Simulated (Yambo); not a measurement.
Yambo run on WO$_{3}$ (ReO3 type, space group Pm-3m, No. 221). The wavefunctions are PBEsol (Quantum ESPRESSO, PseudoDojo norm-conserving, 84 Ry, with spin-orbit coupling) ones on a 4×4×4 mesh (32 occupied bands); a = 3.795 Å, b = 3.795 Å, c = 3.795 Å, α = 90.00°, β = 90.00°, γ = 90.00°.

Yambo input:

```
rim_cut
gw0
dyson
el_el_corr
HF_and_locXC
ppa
em1d
RandQpts= 1000000
RandGvec= 1 Ry
EXXRLvcs= 84 Ry
VXCRLvcs= 336 Ry
Chimod= "HARTREE"
% BndsRnXp
 5 | 86 |
%
NGsBlkXp= 8 Ry
% LongDrXp
 1.0 | 1.0 | 1.0 |
%
PPAPntXp= 27.2114 eV
% GbndRnge
 1 | 86 |
%
GTermKind= "BG"
DysSolver= "n"
ExtendOut
% QPkrange
 1 | 1 | 32 | 33 |
 10 | 10 | 32 | 32 |
%
```

k points by index: 1 = Γ, 10 = R.

Table of the .qp output:

```
#    K-point    Band    Eo [eV]    E [eV]    E-Eo [eV]    Vxc [eV]    Vnlxc [eV]    Sc|Eo [eV]    Sc|E [eV]    dSc/dw|Eo [eV]    Re(Z)    Im(Z)
#
    1    32    -0.991891    -1.037147    -0.045256    -20.55100    -25.35073    4.739932    4.754477    -8.719471    0.757324    -0.001423
    1    33    0.422546    1.513941    1.091395    -16.54856    -11.67308    -3.522390    -3.784079    -6.523982    0.806611    -0.001280
    10    32    0.000000    0.054001    0.054001    -20.36252    -25.38254    5.092722    5.074020    -9.452700    0.742177    -0.001690
```
(The two width columns are left out.) Convergence of these settings isn't established.

Geometry relaxed with PBEsol.

The structure is a Materials Project entry; no match was found in the copy of COD used, and its stability was not checked.
